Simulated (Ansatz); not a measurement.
Total density of states per atom from r²SCAN (plane waves, PAW; program Ansatz), in 0.25 eV bins, energy from the valence-band maximum:

(E (eV), states/eV/atom): (-7.85, 0.00); (-7.60, 0.00); (-7.35, 0.00); (-7.10, 0.00); (-6.85, 0.63); (-6.60, 0.84); (-6.35, 1.44); (-6.10, 1.09); (-5.85, 0.00); (-5.60, 0.06); (-5.35, 0.19); (-5.10, 0.23); (-4.85, 0.23); (-4.60, 0.22); (-4.35, 0.45); (-4.10, 0.88); (-3.85, 1.18); (-3.60, 0.76); (-3.35, 0.28); (-3.10, 0.25); (-2.85, 0.32); (-2.60, 0.43); (-2.35, 0.24); (-2.10, 0.43); (-1.85, 0.78); (-1.60, 1.23); (-1.35, 1.51); (-1.10, 0.93); (-0.85, 0.46); (-0.60, 1.66); (-0.35, 1.18); (-0.10, 0.49); (0.15, 0.00); (0.40, 0.00); (0.65, 0.00); (0.90, 0.00); (1.15, 0.00); (1.40, 0.00); (1.65, 0.00); (1.90, 0.00); (2.15, 0.00); (2.40, 0.00); (2.65, 0.06); (2.90, 0.71); (3.15, 1.20); (3.40, 0.42); (3.65, 0.00); (3.90, 0.00); (4.15, 0.00); (4.40, 0.00); (4.65, 0.03); (4.90, 0.07); (5.15, 0.13); (5.40, 0.17); (5.65, 0.21); (5.90, 0.25); (6.15, 0.23); (6.40, 0.20); (6.65, 0.35); (6.90, 0.55); (7.15, 0.58); (7.40, 0.75)

Which of these materials gives this?
A) HfO2, P2_1/c (Hf on 4e, O on 4e, O on 4e)
B) Ba2CdMoO6, Fm-3m (Ba on 8c, Cd on 4b, Mo on 4a, O on 24e)
C) Si3Mo5, I4/mcm (Si on 8h, Si on 4a, Mo on 16k, Mo on 4b)
D) Ba, bcc (W type)

B, Ba2CdMoO6, Fm-3m (Ba on 8c, Cd on 4b, Mo on 4a, O on 24e). Top 1 eV of the valence band: O 2p 93 %. Bottom 1 eV of the conduction band: Mo 4d 57 %, O 2p 33 %, outside the projected shells 7 %. Projections are on Löwdin-orthogonalised atomic valence shells; empty p or d shells of many metals are not among them.

The workflow started from a Materials Project entry (that database holds measured and hypothetical structures alike); the Crystallography Open Database copy checked does not list it. Its standing as an ambient phase is unchecked. The cell was relaxed with r²SCAN under the symmetry of its start; its stability against distortions is not shown here. The run is not spin-polarised. No Hubbard U is applied. Spin–orbit coupling is left out wherever it is not named.

Potentials: the later of the program's two PAW sets.
